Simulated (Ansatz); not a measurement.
A: BeTe (zinc blende), a = b = c = 5.657 Å, α = β = γ = 90.00°
B: CuI (zinc blende), a = 6.0230 Å, b = 6.0230 Å, c = 6.0230 Å, α = 90.00°, β = 90.00°, γ = 90.00°
C: Ni (fcc, Cu type), a = 3.478 Å, b = 3.478 Å, c = 3.478 Å, α = 90.00°, β = 90.00°, γ = 90.00°
D: Pt (fcc, Cu type), a = b = c = 3.9403 Å, α = β = γ = 90.00°

Scan: energy against volume (even scaling of the relaxed cell, symmetry kept). One method and one kind of scan serve all of them; meshes and ranges differ. All were relaxed with their symmetry unable to fall. CuI is run without spin polarisation. Pt is run without spin polarisation. Relaxed Ni ends ferromagnetic. Spin-orbit coupling is left out. Other magnetic orders were not checked, so this need not be the ground state. (This holds for the magnetic or f-shell members.)

Order them by bulk modulus (fitted) (highest first) at the level r2SCAN (plane waves to 500 eV, PAW, scalar-relativistic; Ansatz, an electronic-structure program).

D (271 GPa), C (220 GPa), A (59.3 GPa), B (43.8 GPa)

(Under strain, the slope of the energy per volume gives the stress and its curvature an elastic modulus.)
